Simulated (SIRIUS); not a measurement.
Input and output of a self-consistent single point for MgZn₃O₄ (P1, 8 atoms in the cell; from Materials Project mp-1221958, changed as shown) (SIRIUS).

Method: LDA (PW92), PseudoDojo 0.4 standard norm-conserving LDA (tails mended) pseudopotentials (plane waves; SIRIUS).

The change in words: lattice vector b scaled by 0.99. Reference geometry (Cm):
```
MgZn3O4
1.0
    5.89784    -1.62721     0.00000
    5.89784     1.62721     0.00000
   -2.67117     0.00000     4.93956
Mg Zn O
1 3 4
Cartesian
  0.50678   0.00000   4.54440
  7.74343   0.00000   2.05338
  3.67198   0.00000   4.10082
 10.89821   0.00000   1.65525
 -1.22276   0.00000   3.60045
  5.98661   0.00000   1.11190
  9.16520   0.00000   0.69154
  1.92049   0.00000   3.17564
```

Reference input (self-consistent single point, DFT, LDA (PW92), plane waves, PseudoDojo 0.4 standard norm-conserving LDA (tails mended) pseudopotentials): parameters.ngridk = 4 4 2; parameters.xc_functionals = [XC_LDA_X, XC_LDA_C_PW]; parameters.gk_cutoff = 9.165 1/bohr; parameters.pw_cutoff = 18.331 1/bohr; parameters.smearing = gaussian; parameters.smearing_width = 0.0001 Ha; potentials = PseudoDojo 0.4 standard norm-conserving LDA (tails mended) pseudopotentials; parameters.electronic_structure_method = pseudopotential; parameters.num_bands = 56; parameters.num_mag_dims = 0; parameters.num_dft_iter = 100; parameters.energy_tol = 1e-07 Ha. This run's input differs from it in these lines:

```diff
@@ -33,3 +33,3 @@
       [0.9639834024, -0.2659623578, 0.0],
-      [0.9639834024, 0.2659623578, 0.0],
+      [0.9543436337, 0.2633027505, 0.0],
       [-0.4365938467, 0.0, 0.8073557131]
@@ -46,14 +46,14 @@
       "Mg": [
-        [0.9576768114, 0.0, 8.5876640686]
+        [0.9296688566, -0.0077273804, 8.5876640686]
       ],
       "Zn": [
-        [14.632968175, 0.0, 3.8803173406],
-        [6.9390368764, -0.0, 7.7494333802],
-        [20.5946374442, 0.0, 3.1279632928]
+        [14.5493121031, -0.0230806674, 3.8803173406],
+        [6.8833887593, -0.015353287, 7.7494333802],
+        [20.4832074673, -0.0307434736, 3.1279632928]
       ],
       "O": [
-        [-2.3106793889, 0.0, 6.8038568909],
-        [11.3130487575, 0.0, 2.1011773716],
-        [17.3197236146, -0.0, 1.3068184452],
-        [3.62920853, 0.0, 6.0010969888]
+        [-2.3175225581, -0.0018880269, 6.8038568909],
+        [11.2508026662, -0.0171736647, 2.1011773716],
+        [17.229592166, -0.0248672205, 1.3068184452],
+        [3.5948366508, -0.0094831839, 6.0010969888]
       ]
```

Log, with long lists cut:

```
[find] density tolerance         : 1e-06
[find] total energy tolerance    : 1e-07
[find] iter_solver_tol (initial) : 0.01
[find] iter_solver_tol (target)  : 1e-13
[find] num_dft_iter              : 100
Charges and magnetic moments
--------------------------------------------------------------------------------
total charge          : 94.000000
[find] | SCF iteration   0 out of 100|
[diagonalize] iterative solver tolerance (occupied, empty): 0.01 0.01
[diagonalize] average number of iterations: 5.15
[find] Charges and magnetic moments
[find] total charge          : 94.000000
[find] Energy
   [... lines left out ...]

[find] Charges and magnetic moments
[find] total charge          : 94.000000
[find] Energy
[find] smearing (-TS)                 :       0.00000000
[find] Total energy                   :    -752.28479726 (Ha),   -1504.56959452 (Ry)
[find] Free energy (E-TS)             :    -752.28479726 (Ha),   -1504.56959452 (Ry)
[find] band gap (eV)                  :       1.33979765
[find] Efermi                         :       0.33981877
[find] iteration : 15, RMS (target) : 8.8142e-07 (1.0000e-06) , energy difference (target) : -9.8908e-12 (1.0000e-07)
[find] bands are converged : true
[find] iterative solver converged : false
[find] converged after 16 SCF iterations!
[find] Charges and magnetic moments
[find] total charge          : 94.000000
[find] Energy
[find] smearing (-TS)                 :       0.00000000
[find] Total energy                   :    -752.28479726 (Ha),   -1504.56959452 (Ry)
[find] Free energy (E-TS)             :    -752.28479726 (Ha),   -1504.56959452 (Ry)
[find] band gap (eV)                  :       1.33979765
[find] Efermi                         :       0.33981877
[ground_state] === stress tensor components [kbar] ===
[ground_state] === stress_total ===
[ground_state]    46.583020  -12.606837   -4.522757
[ground_state]   -12.606837   47.113236    1.737474
[ground_state]    -4.522757    1.737474   56.749717
[ground_state] ==== total Forces in Ha/bohr =====
   [... lines left out ...]
[ground_state] atom:    3, force:      -0.0007332     -0.0022286      0.0007920
[ground_state] atom:    4, force:      -0.0031162      0.0025601     -0.0031064
[ground_state] atom:    5, force:       0.0002789      0.0025251     -0.0008941
[ground_state] atom:    6, force:      -0.0002385      0.0001109      0.0047100
[ground_state] atom:    7, force:       0.0022019     -0.0000223     -0.0021407
```

The run converged in 16 iterations. SIRIUS prints the stress tensor with tension positive. Against the reference run the free energy drops by 3.1 meV/atom, the pressure goes from -6.32 to -5.01 GPa, the largest force goes from 0.237 to 0.262 eV/Å and the gap on the mesh hardly changes (1.330 to 1.340 eV).

The structure comes from a collection of computed structures, made at another level of theory; the collection holds predicted forms beside known ones.

Cost on one core: about 6 core-minutes (a rough figure).

The gap that the log prints is read on the run's mesh, which can miss the band edges or a crossing.

“Tails mended”: in these copies of the files the far tail of each local potential was reset to the Coulomb form.
